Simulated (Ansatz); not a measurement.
TaGa3 in space group I4/mmm (No. 139; Ta on 2a, Ga on 2b, Ga on 4d), a = b = 3.789 Å, c = 8.668 Å, α = β = γ = 90.00°; the cell used has 4 atoms.

Relaxed with r²SCAN.

### Question
Tabulate the valence density and the electron localisation function along the shortest Ta–Ga contact (2.68 Å), r²SCAN in the plane-wave PAW code Ansatz.

### Answer


| distance from Ta (Å) | density (e/Å³) | ELF |
|---|---|---|
| 0.27 | 4.19 | 0.26 |
| 0.40 | 4.53 | 0.57 |
| 0.54 | 4.02 | 0.73 |
| 0.67 | 2.90 | 0.74 |
| 0.80 | 1.72 | 0.63 |
| 0.94 | 0.89 | 0.41 |
| 1.07 | 0.50 | 0.25 |
| 1.21 | 0.37 | 0.25 |
| 1.34 | 0.33 | 0.36 |
| 1.47 | 0.34 | 0.44 |
| 1.61 | 0.39 | 0.41 |
| 1.74 | 0.49 | 0.36 |
| 1.88 | 0.72 | 0.31 |
| 2.01 | 1.29 | 0.22 |
| 2.14 | 3.24 | 0.11 |
| 2.28 | 9.46 | 0.04 |
| 2.41 | 23.66 | 0.03 |

The density is the valence pseudo-density with augmentation charge, so density and ELF within about 1 Å of a nucleus are not all-electron values.

The workflow started from an entry of the Crystallography Open Database (COD, 293 K). Its standing as an ambient phase is unchecked. The r²SCAN relaxation kept the symmetry of its start; its stability against distortions is not shown here. The run is not spin-polarised. Axis ratios of metals converge slowly with the k-mesh, so a and c are less sure than the volume. Spin–orbit coupling is left out wherever it is not named.

Potentials: the later of the program's two PAW sets.
